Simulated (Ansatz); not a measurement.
# BPt: levels along high-symmetry lines

```
B Pt
1.0
     3.22943    0.00000    0.00000
    -1.61471    2.79677    0.00000
     0.00000    0.00000    5.26127
B Pt
2 2
Cartesian
  1.6147 0.9323 3.9460
  0.0000 1.8645 1.3153
  0.0000 0.0000 0.0000
  0.0000 0.0000 2.6306
```

Atoms are numbered in the order listed.

The conventional cell has a = 3.229 Å, b = 3.229 Å, c = 5.261 Å, α = 90.00°, β = 90.00°, γ = 120.00°. Around B (atom 1) lie 6 Pt at 2.28 Å. Pt (atom 3) is surrounded by 6 B at 2.28 Å.

The cell is the one relaxed in the Materials Project (mp-1096829), not relaxed further here; entries there can be hypothetical.

Spin–orbit coupling is left out, though it moves levels of the heavy atoms by tenths of an eV or more.

All numbers below come from DFT, PBE, all-electron LAPW, scalar-relativistic in Ansatz 0.2.0.

The runs use a Γ-centred 12×12×6 k mesh, Fermi–Dirac smearing of 0.05 eV, basis error target 1 meV/atom, no spin polarisation.

Points in fractions of the reciprocal vectors of this cell: Γ (0, 0, 0), M (0.5, 0, 0), K (0.333, 0.333, 0), A (0, 0, 0.5), L (0.5, 0, 0.5), H (0.333, 0.333, 0.5). The path joins them by straight lines in the order Γ–M–K–Γ–A–L–H–A–L; legs that retrace an earlier one aren't tabulated. Energies are in eV from the Fermi level.

Task: Is there a gap?

Result: none: bands cross the Fermi level, a metal.

Task: List the levels between -20 and 10 eV at the symmetry points.

Result: 
Γ: -12.59, -8.07, -7.29, -6.83, -6.29 (×2), -4.56 (×2), -4.01 (×2), -2.13 (×2), 1.28, 1.96 (×2), 2.12, 6.93 (×2), 7.33
M: -9.99, -8.65, -7.46, -6.55, -6.44, -6.43, -3.20, -2.97, -2.63, -2.57, -2.21, -2.04, -1.71, -1.19, -0.44, 4.25, 4.38, 6.88, 8.19, 9.27
K: -8.81 (×2), -8.31, -6.58 (×2), -5.10 (×2), -3.08, -2.72 (×2), -1.59, -1.58 (×2), -1.50, 2.39 (×2), 4.52 (×2), 5.40
A: -11.09 (×2), -5.83 (×2), -5.25 (×4), -3.70 (×4), 0.46 (×2), 4.71 (×4), 9.69 (×2)
L: -8.93 (×2), -7.10 (×2), -5.27 (×2), -5.20 (×2), -2.98 (×2), -2.39 (×2), -1.42 (×2), 3.24 (×2), 5.39 (×2), 6.80 (×2)
H: -8.57 (×2), -6.59 (×2), -5.75 (×2), -5.36 (×2), -3.65 (×2), -2.35 (×2), 0.37 (×2), 0.66 (×2), 6.18 (×2), 9.28 (×2)
